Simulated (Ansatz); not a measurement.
Does this entry for CaBe13 lie near equilibrium?

The cell is a Materials Project structure (computed, not necessarily an observed phase), atoms as given.

Space group Fm-3c (No. 226); a = 10.2653 Å.

```
site  Wyckoff  site symmetry       x       y       z
  Ca       8a            432  0.7500  0.2500  0.2500
 Be3       8b           m-3.  0.5000  0.0000  0.0000
 Be5      96i            m..  0.1122  0.5000  0.1763
```

One atom of each set is listed; the run and its k-mesh use a cell of 28 atoms with edges of 7.26, 7.26, 7.26 Å.

All values are calculated (Ansatz; DFT, PBE, plane waves and PAW, scalar-relativistic, 420 eV cutoff, Γ-centred 5×5×5 k-points, Fermi–Dirac smearing 0.05 eV), not measured.

Q: Do the atoms and the cell lie near the calculated equilibrium?

A: Yes. The largest force is 0.060 eV/Å, on atom 9 (Be: 10 Be at 2.15–2.30 Å), and the pressure is -0.9 GPa.
